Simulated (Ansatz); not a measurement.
TiPd:
```cif
data_Pd2Ti2
_chemical_formula_sum 'Ti2 Pd2'
_space_group_name_H-M_alt 'Pmma'
_space_group_IT_number 51
_space_group_name_Hall '-P 2a 2a'
_cell_length_a 4.48143
_cell_length_b 2.72700
_cell_length_c 4.79574
_cell_angle_alpha 90.000
_cell_angle_beta 90.000
_cell_angle_gamma 90.000
loop_
_space_group_symop_operation_xyz
  'x, y, z'
  '-x, -y, -z'
  '-x+1/2, -y, z'
  'x+1/2, y, -z'
  'x+1/2, -y, -z'
  '-x+1/2, y, z'
  '-x, y, -z'
  'x, -y, z'
loop_
_atom_site_label
_atom_site_type_symbol
_atom_site_symmetry_multiplicity
_atom_site_Wyckoff_symbol
_atom_site_fract_x
_atom_site_fract_y
_atom_site_fract_z
_atom_site_occupancy
Ti1 Ti 2 e 0.25000 0.00000 0.70011 1
Pd1 Pd 2 f 0.25000 0.50000 0.18625 1
```

Relaxed at zero pressure with LDA (plane waves, PAW; program Ansatz).

**Question.** The volume is lowered by 6 % and shape and atoms relax at that volume. What pressure results, and how do the axes share the change?

**Answer.** 13.2 GPa; a -1.9 %, b -2.1 %, c -2.1 %; the energy rises by 34 meV/atom.

**Question.** Give the new structure.

**Answer.** 
Space group Pmma (No. 51); a = 4.398 Å, b = 2.669 Å, c = 4.694 Å, α = β = γ = 90.00°

```csv
atom,site,symmetry,x,y,z
Ti,2e,mm2,0.2500,0.0000,0.6956
Pd,2f,mm2,0.2500,0.5000,0.1854
```

The phase is kept; no other phase was compared at this pressure.

The workflow started from a Materials Project entry (that database holds measured and hypothetical structures alike); the Crystallography Open Database copy checked does not list it. COD files the formula under space group No. 221, so this cell is another polymorph or a model. With Ti and Pd taken as one species the cell has the higher symmetry Cmcm, so it may be an ordered model of a mixed-site phase. Its standing as an ambient phase is unchecked. The LDA relaxation kept the symmetry of its start. At this level the phase is mechanically unstable. The run is not spin-polarised. Axis ratios of metals converge slowly with the k-mesh, so a and c are less sure than the volume.

Potentials: the later of the program's two PAW sets.
